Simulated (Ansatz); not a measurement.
K:
```
CELL_PARAMETERS angstrom
     -2.60630     2.60630     2.60630
      2.60630    -2.60630     2.60630
      2.60630     2.60630    -2.60630
ATOMIC_POSITIONS crystal
  K  0.00000 0.00000 0.00000
```

Relaxed with PBEsol. Special points in fractions of this cell's reciprocal vectors: Γ (0.000, 0.000, 0.000); H (0.500, -0.500, 0.500); N (0.000, 0.000, 0.500); P (0.250, 0.250, 0.250).

Problem. List the band energies nearest the Fermi level at these points for DFT-PBEsol in the program Ansatz with PAW potentials.

Solution. In eV from the Fermi level; about four levels below and three above (degenerate sets whole), none deeper than 8.9 eV; points with the same levels are listed once.

| k | below | above |
|---|---|---|
| Γ | -2.24 | 4.30 4.30 4.30 |
| H | – | 1.63 1.63 3.54 3.54 3.54 |
| N | – | 0.42 0.68 3.15 |
| P | – | 1.46 1.46 1.46 |

Space group Im-3m (bcc (W type)). Symmetry was held in the PBEsol relaxation.

Potentials: the later of the program's two PAW sets.
